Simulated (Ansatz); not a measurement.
BAs (zinc blende), relaxed with r²SCAN (Ansatz, a first-principles code, plane waves, PAW): a = 4.782 Å, b = 4.782 Å, c = 4.782 Å, α = 90.00°, β = 90.00°, γ = 90.00°.

```
Quantity              Value
--------------------  -----
gap (eV)               1.37
B₀ by P(V) fit (GPa)    141
```

Question: The same phase is relaxed and computed with HSE06 in the same code. What are the cell and these values now?

Answer: a = b = c = 4.7711 Å, α = β = γ = 90.00°.

gap (eV): 1.82
B₀ by P(V) fit (GPa): 146

All cells were relaxed under the symmetry of their starts (and spin orders); stability against distortions was not tested throughout. Scalar-relativistic: spin–orbit coupling is off unless named, which matters more the heavier the elements.

Potentials: the earlier of the program's two PAW sets.

Ansatz is a plane-wave DFT program.
